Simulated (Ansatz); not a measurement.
An Ansatz (a first-principles code) input:

Ansatz 0.2 input:
```yaml
crystal:
  lattice:
    - [1.9972639512, 1.1531208799, 6.6383754667]
    - [-1.9972639512, 1.1531208799, 6.6383754667]
    - [0.0, -2.3062417597, 6.6383754667]
  atoms:
    - { symbol: Ba, position: [0.7578091285, 0.7578091285, 0.7578091285] }
    - { symbol: Ba, position: [0.2421908715, 0.2421908715, 0.2421908715] }
    - { symbol: N, position: [0.5, 0.5, 0.5] }
    - { symbol: F, position: [0.0, 0.0, 0.0] }
kpoints:
  mp_grid: { grid: [6, 6, 6] }
hamiltonian:
  xc: hse06
  pseudopotentials: { kind: paw }
scf:
  n_extra_bands: 6
  occupations: { method: fixed }
output:
  eigenvalues: true
  eigenstates:
    e_range: [-9.0, 9.8]
    kpoints:
      - [0.0, 0.5, 0.5]  # VBM
      - [0.0, 0.5, 0.5]  # CBM
```

### Question
How many symmetry operations and irreducible k-points will the run report?

### Answer
12 operations, 32 of 216 k-points.

### Question
With a cutoff of 420 eV, how many plane waves at Γ?

### Answer
1799.

It took very roughly 2.9 core-minutes on shared server cores.

The points marked VBM and CBM come from a semilocal run.

Space group R-3m. The workflow started from a Materials Project entry (that database holds measured and hypothetical structures alike); the Crystallography Open Database copy checked does not list it. Its standing as an ambient phase is unchecked. The r²SCAN relaxation kept the symmetry of its start; whether a distortion lowers the energy is not shown. Spin–orbit coupling is left out wherever it is not named.

Potentials: the later of the program's two PAW sets.

Ansatz is a plane-wave DFT program.
